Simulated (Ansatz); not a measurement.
Pt (fcc, Cu type)

```yaml
crystal:
  lattice:
    - [0.00000, 3.97009, 3.97009]
    - [1.98504, 0.00000, 1.98504]
    - [1.98504, 1.98504, 0.00000]
  atoms:
    - { symbol: Pt, position: [0.00000, 0.00000, 0.00000] }
    - { symbol: Pt, position: [0.50000, 0.00000, 0.00000] }
```

The atoms are displaced by Q × the pattern below (from a DFPT mode at L = (0.5, 0.0, 0.0), largest move 1; Q in Å), at fixed cell. (q is in reciprocal vectors of the primitive cell; the cell shown is doubled to hold the pattern.)

```json
[
 {"atom": "Pt1", "x": "-0.577", "y": "0.577", "z": "0.577"},
 {"atom": "Pt2", "x": "0.577", "y": "-0.577", "z": "-0.577"}
]
```

All values below come from PBE (plane waves to 420 eV, PAW, scalar-relativistic; Ansatz, a first-principles code). k mesh 10×20×20 (Γ-centred), Fermi-Dirac smearing 0.05 eV. The energy includes the smearing's −TS. With partly filled bands, energies and forces of such displacements shift with the k mesh and the smearing. Pt is run without spin polarisation. Pt was relaxed with its symmetry unable to fall. Spin-orbit coupling is left out, though Pt is heavy. The PAW data are Ansatz's earlier set. The zero of ΔE is the undisplaced structure. The last digit holds for this mesh only.

```
Q (Å)    ΔE (meV/cell)
-------  -------------
-0.1000       withheld
-0.0833          174.0
-0.0667          110.7
-0.0500           62.0
-0.0333           27.5
-0.0167            6.9
0.0000             0.0
0.0167             6.9
0.0333            27.5
0.0500            62.0
0.0667           110.7
0.0833           174.0
0.1000        withheld
```

### Question
Fit an even polynomial form (powers 2, 4) to the given rows and predict ΔE at Q = -0.1000.

### Answer
Least squares on the 11 given rows: ΔE = (24620)·Q² + (64800)·Q⁴, in meV/cell with Q in Å; root-mean-square residual 0.08 meV/cell. At -0.1000 the fit gives 252.7 meV/cell; the calculation gives 252.4 meV/cell, so the extrapolation is off by 0.3 (+0.1 %). The quadratic term alone would give 246.2 meV/cell.

(A displaced cell: forces are minus the slopes of the energy, force constants its curvatures, and phonons follow from these.)
